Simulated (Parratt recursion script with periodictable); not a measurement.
## Sharing the period between Si and Mo in a mirror for 13.5 nm

| layer, from the top | thickness (Å) | density (g/cm³) | rms roughness of its top face (Å) | δ at 13.5 nm | β at 13.5 nm |
|---|---|---|---|---|---|
| Si (in each period) | varied | 2.313 | 3 | 9.927 × 10⁻⁴ | 0.001813 |
| Mo (in each period) | varied | 10.026 | 3 | 0.07476 | 0.006314 |
| Si (substrate) | – | 2.313 | 3 | 9.927 × 10⁻⁴ | 0.001813 |

The refractive index is n = 1 − δ + iβ; the runs take δ and β at each wavelength of the scan. Vacuum lies above.

Densities are inputs, not measurements. They were set from computed cells of the Materials Project: Si from entry mp-149 (Fd-3m, 2.313 g/cm³); Mo from entry mp-129 (Im-3m, 10.026 g/cm³). A layer's crystal structure does not enter its constants, only its composition and density.

Method: EUV and soft X-ray reflectivity, Parratt recursion, Névot-Croce roughness, Henke tables (Parratt recursion script with periodictable 1.7.1).

Light falls at α = 6° from the surface normal. It is s-polarised. The wavelength is scanned from 12.42 to 14.58 nm in 161 evenly spaced points, without smoothing. The peak is the highest scan point; its wavelength and height come from a parabola through R at that point and its two neighbours.

The pair is repeated 40 times. The runs differ in the two thicknesses alone; Γ is the share of Mo in the period D.

| Si (Å) | Mo (Å) | Γ | peak λ (nm) | peak R (%) |
|---|---|---|---|---|
| 55.3 | 13.8 | 0.20 | 13.560 | 59.7 |
| 38 | 31.1 | 0.45 | 13.382 | 71.7 |
| 34.5 | 34.5 | 0.50 | ? | ? |
| 27.6 | 41.5 | 0.60 | 13.243 | 67.3 |

Task: Estimate the peak wavelength and height at Γ = 0.50.

Result: Wavelength: with δ̄ the thickness-weighted δ at 13.5 nm and α the angle from the normal (sin²α = 0.0109), λ ≈ 2D[(1 − δ̄)² − sin²α]^½.

```
Γ     D (Å)      δ̄  λ by hand (nm)  run minus hand (nm)
----  -----  ------  --------------  -------------------
0.45   69.1  0.0342          13.269                0.113
0.50     69  0.0379          13.199              to find
0.60   69.1  0.0453          13.115                0.128
```

The difference, interpolated in Γ, is 0.118 nm, so λ ≈ 13.199 + 0.118 = 13.317 nm.

Height: the parabola through the rows at Γ = 0.20, 0.45, 0.60 has weights −0.050, 0.800, 0.250 at Γ = 0.50, which give 71.2 %.

The run gave 13.322 nm and 71.0 %, so the estimates miss by 0.005 nm and 0.2 points. Of these 4 runs, Γ = 0.45 has the highest peak.
